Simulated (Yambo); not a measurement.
Cs2KCoF6 (space group Fm-3m, No. 225), G0W0@LDA in Yambo (2×2×2 mesh, plasmon pole; 7 Ry block, no terminator). The number N of bands in W and G is varied.

```tsv
N	x = 1/N	gap X → X (eV)	shift of the valence edge (eV)
111	0.00901	4.573	-0.919
159	0.00629	4.554	-0.957
218	0.00459	4.460	-0.985
277	0.00361	?	?
```

Q: Basis-set arguments suggest E = E∞ + A x. Fix A and E∞ from the two rows above the withheld one, predict the row at 277 bands, and test the form.

A: Gap: A = (4.460 − (4.554))/(0.00459 − 0.00629) = 55.3, E∞ = 4.206 eV, so 4.406 eV is predicted; the run gave 4.481 eV (miss 75 meV). The first two rows have slope 6.99, so the form doesn't hold yet over the whole range. Shift: A = (-0.985 − (-0.957))/(0.00459 − 0.00629) = 16.5, E∞ = -1.061 eV, so -1.001 eV is predicted; the run gave -1.025 eV (miss 24 meV). The first two rows have slope 14.0, so the form doesn't hold yet over the whole range. The other settings are held fixed.

Geometry of the Materials Project entry, not relaxed at this level; primitive cell a = b = c = 6.390 Å, α = β = γ = 60.00°.

The structure is a Materials Project entry; no match was found in the copy of COD used, and its stability was not checked.

The runs are not spin-polarised; magnetic order was not tried.

A shift is the quasiparticle energy of the state minus its LDA energy.
